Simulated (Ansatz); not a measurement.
# Profile along the Sb–O line in Li5SbO5 (space group C2/m)

Li₅SbO₅ (space group C2/m)

```yaml
crystal:
  lattice:
    - [4.83634, -2.01433, 0.00000]
    - [4.83634, 2.01433, 0.00000]
    - [-1.88344, 0.00000, 5.48574]
  atoms:
    - { symbol: Li, position: [0.28831, 0.28831, 0.65711] }
    - { symbol: Li, position: [0.71169, 0.71169, 0.34289] }
    - { symbol: Li, position: [0.00000, 0.00000, 0.50000] }
    - { symbol: Li, position: [0.68856, 0.68856, 0.86004] }
    - { symbol: Li, position: [0.31144, 0.31144, 0.13996] }
    - { symbol: Sb, position: [0.00000, 0.00000, 0.00000] }
    - { symbol: O, position: [0.14502, 0.14502, 0.82575] }
    - { symbol: O, position: [0.85498, 0.85498, 0.17425] }
    - { symbol: O, position: [0.50000, 0.50000, 0.00000] }
    - { symbol: O, position: [0.84209, 0.84209, 0.68145] }
    - { symbol: O, position: [0.15791, 0.15791, 0.31855] }
```

Fields along a shortest Sb–O line of a (100) plane (2.01 Å), from Sb to O, interpolated on the slice's grid (step about 0.3 Å). These are PBEsol (plane waves to 420 eV, PAW, scalar-relativistic; Ansatz, a first-principles code) values and carry that method's errors. k mesh 7×7×5. These are valence fields of a PAW run, semicore shells included where kept as valence: close to a nucleus they are smooth pseudo fields. Li5SbO5 was relaxed with its symmetry unable to fall. Spin-orbit coupling is left out, though Sb is heavy.

| distance from Sb (Å) | valence electron density (e/Å³) | electron localisation function |
|---|---|---|
| 0.00 | 23.50 | x |
| 0.20 | 18.44 | x |
| 0.40 | 9.02 | 0.03 |
| 0.60 | 3.13 | 0.10 |
| 0.80 | 1.09 | 0.19 |
| 1.00 | 0.73 | 0.33 |
| 1.21 | 1.00 | 0.57 |
| 1.41 | 2.00 | 0.77 |
| 1.61 | 4.09 | 0.69 |
| 1.81 | 6.60 | x |
| 2.01 | 7.65 | x |

x: too close to a nucleus for the ELF to mean much.

Density on the Sb–O line (2.01 Å) at its midpoint: 0.73 e/Å³. ELF at that point: 0.3.
